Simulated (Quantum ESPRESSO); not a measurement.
# Zn4F6Cl2: convergence and cost over cutoff and k mesh

Computed values, not a measurement. The program is pw.x of Quantum ESPRESSO 7.5 (plane-wave density functional theory). The cell is made up: 12 atoms on a fluorite lattice, with randomly drawn elements, strain and displacements, not relaxed. PseudoDojo standard norm-conserving files (v0.5 for PBE, v0.4.1 for LDA and PBEsol) set the functional; there is no spin polarisation, spin-orbit coupling or dispersion term, and the masses in the input are unused placeholders.

Input of the run in row 2:

```
&control calculation='scf', pseudo_dir='./dojo.nc.sr.pbe.v0_5.standard.upf', outdir='./o', disk_io='low', tprnfor=.true., tstress=.true. /
&system ibrav=0, nat=12, ntyp=3, nbnd=74, ecutwfc=84.00895049, nosym=.true., tot_charge=0,
 occupations='smearing', smearing='fd', degauss=0.0018374661
/
&electrons conv_thr=7.350e-09, electron_maxstep=60, /
ATOMIC_SPECIES
Cl 1.0 Cl.upf
F 1.0 F.upf
Zn 1.0 Zn.upf
CELL_PARAMETERS angstrom
5.1677 0.0 0.0
0.0 5.1677 0.0
0.0 0.0 5.1677
ATOMIC_POSITIONS angstrom
Zn 0.0137 -0.0117 -0.0446
Zn -0.0014 2.6001 2.5589
Zn 2.614 -0.0381 2.5455
Zn 2.5939 2.5426 0.0039
F 1.316 1.2663 1.2782
F 1.3115 1.2951 3.8665
F 1.2897 3.8287 1.3461
F 1.2886 3.8594 3.8762
F 3.8736 1.313 1.2937
Cl 3.8517 1.301 3.8742
F 3.8873 3.8201 1.2474
Cl 3.8939 3.9147 3.8862
K_POINTS automatic
4 4 4 1 1 1
```

The same cell was run at these settings. Meshes are shifted by half a step, and differences are from the last row, which is itself not exact.

| cutoff (eV) | k mesh | k points solved | threshold (eV) | free energy less the last row's (eV) | pressure (GPa) | largest stress difference (GPa) | largest force difference (eV/Å) | iterations | wall time (s) | k-point pools | processor |
| --- | --- | --- | --- | --- | --- | --- | --- | --- | --- | --- | --- |
| 800 | 2 x 2 x 2 | 4 | 1e-04 | 6.204 | -46.65 | 68.36 | 0.078 | 7 | 14 | 4 | AMD EPYC, Zen 5 class |
| 1143 | 4 x 4 x 4 | 32 | 1e-07 | 0.000 | 21.32 | 0.02 | 0.003 | 10 | 89 | 4 | AMD EPYC, Zen 5 class |
| 1437 | 6 x 6 x 6 | 108 | 1e-07 | 0.000 | 21.33 | 0.00 | 0.000 | 10 | 465 | 4 | AMD EPYC, Zen 5 class |

Each pool is one process. Wall times include start-up and a band step at six k points, which weighs most on the coarsest meshes. The runs were on shared virtual cores whose load varied, so times are rough.